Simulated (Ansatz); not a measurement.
SrTe:
```
SrTe
1.0
    0.00000     3.35301     3.35301
    3.35301     0.00000     3.35301
    3.35301     3.35301     0.00000
Sr Te
1 1
Direct
  0.00000   0.00000   0.00000
  0.50000   0.50000   0.50000
```

Relaxed with r²SCAN.

### Question
Map the valence electron density (e/Å³), cut off at 2 on the plane through (0.000, 0.000, 0.000) spanned by u = [1, 0, 0] and v = [0, 1, -1] in lattice vectors, from plane-wave PAW r²SCAN (Ansatz code).

### Answer
x is the fraction of u, y of v (the angle between them is 90°; rows are the nearest grid lines); atoms in the plane: Sr at (0.00, 0.00), Te at (0.50, 0.50).
```
y \ x   0.000  0.0833  0.167  0.292  0.375  0.458  0.542  0.625  0.708  0.833  0.917   1.00
------  -----  ------  -----  -----  -----  -----  -----  -----  -----  -----  -----  -----
1.00    0.996    2.00   1.39  0.087  0.039  0.037  0.037  0.039  0.087   1.39   2.00  0.996
0.917    2.00    2.00  0.964  0.084  0.055  0.058  0.058  0.055  0.084  0.964   2.00   2.00
0.833    1.39   0.964  0.334  0.103  0.120  0.141  0.141  0.120  0.103  0.334  0.964   1.39
0.750   0.217   0.170  0.118  0.182  0.285  0.372  0.372  0.285  0.182  0.118  0.170  0.217
0.708   0.088   0.084  0.103  0.249  0.433  0.598  0.598  0.433  0.249  0.103  0.084  0.088
0.625   0.039   0.055  0.120  0.434   1.00   2.00   2.00   1.00  0.434  0.120  0.055  0.039
0.542   0.037   0.058  0.141  0.596   2.00   2.00   2.00   2.00  0.596  0.141  0.058  0.037
0.458   0.037   0.058  0.141  0.596   2.00   2.00   2.00   2.00  0.596  0.141  0.058  0.037
0.375   0.039   0.055  0.120  0.434   1.00   2.00   2.00   1.00  0.434  0.120  0.055  0.039
0.292   0.088   0.084  0.103  0.249  0.433  0.598  0.598  0.433  0.249  0.103  0.084  0.088
0.250   0.217   0.170  0.118  0.182  0.285  0.372  0.372  0.285  0.182  0.118  0.170  0.217
0.167    1.39   0.964  0.334  0.103  0.120  0.141  0.141  0.120  0.103  0.334  0.964   1.39
0.0833   2.00    2.00  0.964  0.084  0.055  0.058  0.058  0.055  0.084  0.964   2.00   2.00
0.000   0.996    2.00   1.39  0.087  0.039  0.037  0.037  0.039  0.087   1.39   2.00  0.996
```

The density is the valence pseudo-density with augmentation charge, so density and ELF within about 1 Å of a nucleus are not all-electron values.

Space group Fm-3m (rock salt). Symmetry was held in the r²SCAN relaxation. Scalar-relativistic: spin–orbit coupling is off unless named, which matters more the heavier the elements.

Potentials: the later of the program's two PAW sets.
